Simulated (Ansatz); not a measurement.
TaNO:
```cif
data_N4O4Ta4
_chemical_formula_sum 'Ta4 N4 O4'
_space_group_name_H-M_alt 'P 1'
_space_group_IT_number 1
_cell_length_a 6.80136
_cell_length_b 6.80136
_cell_length_c 6.69294
_cell_angle_alpha 73.103
_cell_angle_beta 106.897
_cell_angle_gamma 147.029
loop_
_space_group_symop_operation_xyz
  'x, y, z'
loop_
_atom_site_label
_atom_site_type_symbol
_atom_site_fract_x
_atom_site_fract_y
_atom_site_fract_z
_atom_site_occupancy
Ta1 Ta 0.60250 0.39750 0.20541 1
Ta2 Ta 0.39750 0.60250 0.79459 1
Ta3 Ta 0.31046 0.68954 0.19475 1
Ta4 Ta 0.68954 0.31046 0.80525 1
N1 N 0.75884 0.24116 0.14740 1
N2 N 0.24116 0.75884 0.85260 1
N3 N 0.44572 0.55428 0.13769 1
N4 N 0.55428 0.44572 0.86231 1
O1 O 0.64112 0.35888 0.50596 1
O2 O 0.35888 0.64112 0.49404 1
O3 O 0.86490 0.13510 0.79063 1
O4 O 0.13510 0.86490 0.20937 1
```

Relaxed with PBEsol. PBEsol (plane waves, PAW; program Ansatz) gives a gap of 2.22 eV.

Task: What gap does HSE06 give on the same cell (Ansatz, PAW)?

Result: 3.42 eV, 1.20 eV more. The hybrid was solved on a coarser mesh and at special points; the gap given is the minimum over both.

Cost on shared cores: the PBEsol run (SCF on a 8×8×5 mesh, then bands and DOS) around 4 core-minutes (rough), the HSE06 run (SCF on 5×5×3, then a few points) roughly 7 core-minutes; the tasks are unlike.

Space group C2/m. The first step of the workflow began from a Materials Project structure, measured or hypothetical; the Crystallography Open Database files this formula in space group No. 12, but the cells were not matched. Its standing as an ambient phase is unchecked. Symmetry was held in the PBEsol relaxation; whether a distortion lowers the energy is not shown. No spin polarisation was allowed. Scalar-relativistic: spin–orbit coupling is off unless named, which matters more the heavier the elements.

Potentials: the later of the program's two PAW sets.
